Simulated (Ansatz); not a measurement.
Relaxed-ion elastic tensor of Zn (hcp (Mg type), P6_3/mmc) in GPa (Voigt order), r²SCAN in the plane-wave PAW code Ansatz; density 7.47 g/cm³, 14.53 Å³ per atom.

```
      1     2     3     4     5     6
-  ----  ----  ----  ----  ----  ----
1   218  49.5  55.2   0.0   0.0   0.0
2  49.5   218  55.2   0.0   0.0   0.0
3  55.2  55.2  59.1   0.0   0.0   0.0
4   0.0   0.0   0.0  38.5   0.0   0.0
5   0.0   0.0   0.0   0.0  38.5   0.0
6   0.0   0.0   0.0   0.0   0.0  84.5
```

### Question
Is the crystal mechanically stable?

### Answer
Yes: the smallest eigenvalue of C is 33.1 GPa.

### Question
Work out the Voigt, Reuss and Hill averages.

### Answer
K_V = 90.6, K_R = 58.9, K_H = 74.8; G_V = 54.7, G_R = 38.0, G_H = 46.4 GPa.

### Question
Give Young's modulus, Poisson's ratio, Pugh's ratio and the universal anisotropy index.

### Answer
E = 9KG/(3K + G) = 115 GPa; ν = 0.24; K/G = 1.61 (brittle by the Pugh limit of 1.75); A_U = 5G_V/G_R + K_V/K_R − 6 = 2.73.

### Question
Estimate the sound speeds and the Debye temperature.

### Answer
v_l = √((K + 4G/3)/ρ) = 4280 m/s, v_t = √(G/ρ) = 2490 m/s, mean 2760 m/s; Θ = (h/k)(3n/4πV)^(1/3) v_m = 337 K.

### Question
How much does each axis shrink under pressure?

### Answer
Linear compressibilities β_i = Σ_j S_ij (j = 1 to 3): x 0.40, y 0.40, z 16 per TPa.

Symmetry was held in the r²SCAN relaxation; of distortions, only those at the zone centre were tested. As this level gives no gap, shear constants depend on the k-mesh and smearing (Fermi–Dirac, 0.1 eV here).

Potentials: the later of the program's two PAW sets.
